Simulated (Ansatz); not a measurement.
A distorted cell of AlN (wurtzite):

```yaml
crystal:
  lattice:
    - [3.06558, 0.00000, 0.00000]
    - [-1.53279, 2.65487, 0.00000]
    - [0.00000, 0.00000, 5.01082]
  atoms:
    - { symbol: Al, position: [0.66667, 0.33333, 0.00341] }
    - { symbol: Al, position: [0.33333, 0.66667, 0.50341] }
    - { symbol: N, position: [0.66667, 0.33333, 0.62179] }
    - { symbol: N, position: [0.33333, 0.66667, 0.12179] }
```

Level of theory: r2SCAN (plane waves to 500 eV, PAW, scalar-relativistic; Ansatz, a first-principles code). k mesh 12×12×7 (Γ-centred), Fermi-Dirac smearing 0.05 eV. Energies are smeared free energies. Compression counts positive. As the atoms are clamped, bonds stretch with the cell, which overstates energies and stresses. AlN was relaxed with its symmetry unable to fall.

### Question
What is the stress tensor (GPa)?

### Answer
```
    7.7      0.0      0.0
    0.0      7.7      0.0
    0.0      0.0     -1.3
```
The pressure, a third of the trace, is 4.7 GPa.

### Question
It is the relaxed cell deformed to V/V₀ = 0.980, (c/a)/(c/a)₀ = 1.020, c along z, fractional positions held. What is its energy relative to the relaxed cell?

### Answer
6.8 meV/atom.

(Under strain, the slope of the energy per volume gives the stress and its curvature an elastic modulus.)
